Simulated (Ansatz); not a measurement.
FeNi3 (Cu3Au type)

```xyz
4
Lattice="3.5443 0.0000 0.0000 0.0000 3.5443 0.0000 0.0000 0.0000 3.5443" Properties=species:S:1:pos:R:3 pbc="T T T"
Ni     0.0000     1.7721     1.7721
Ni     1.7721     1.7721     0.0000
Ni     1.7721     0.0000     1.7721
Fe     0.0000     0.0000     0.0000
```

The slice is a {210} plane (indices of the conventional cell) through the point (0.500, 0.500, 0.000) (fractional), spanned by u = [100] and v = [021] in vectors of this cell: u (3.54 Å) and v (7.93 Å, at 90° to u). It covers one period; positions are fractions (u, v).

Method: PBE (plane waves to 420 eV, PAW, scalar-relativistic; Ansatz, a program for electronic structure). k mesh 13×13×13. These are valence fields of a PAW run, semicore shells included where kept as valence: close to a nucleus they are smooth pseudo fields. FeNi3 was relaxed with its symmetry unable to fall. Relaxed FeNi3 ends ferromagnetic. Other magnetic orders were not checked, so this need not be the ground state.

Q: Sketch the electrostatic potential energy of an electron, from the cell's mean on this plane as a map.

A: 
```
v \ u  0.00  0.11  0.22  0.33  0.44  0.56  0.67  0.78  0.89
-----  ----  ----  ----  ----  ----  ----  ----  ----  ----
0.90      x     x   8.6   9.7   8.3   8.3   9.7   8.6     x
0.80    9.3   9.9   9.5     x     x     x     x   9.5   9.9
0.70      x     x   8.6   9.7   8.3   8.3   9.7   8.6     x
0.60    9.4  10.2  10.3     x     x     x     x  10.3  10.2
0.50   13.5  12.7     x     x     x     x     x     x  12.7
0.40    9.4  10.2  10.3     x     x     x     x  10.3  10.2
0.30      x     x   8.6   9.7   8.3   8.3   9.7   8.6     x
0.20    9.3   9.9   9.5     x     x     x     x   9.5   9.9
0.10      x     x   8.6   9.7   8.3   8.3   9.7   8.6     x
0.00      x     x     x  10.4  13.0  13.0  10.4     x     x
```

Values: electrostatic potential energy of an electron, from the cell's mean, in eV. Points within 1 Å of a nucleus are blanked (x), as the pseudised field means little there. The zero, the cell's mean, hangs on the PAW cores.
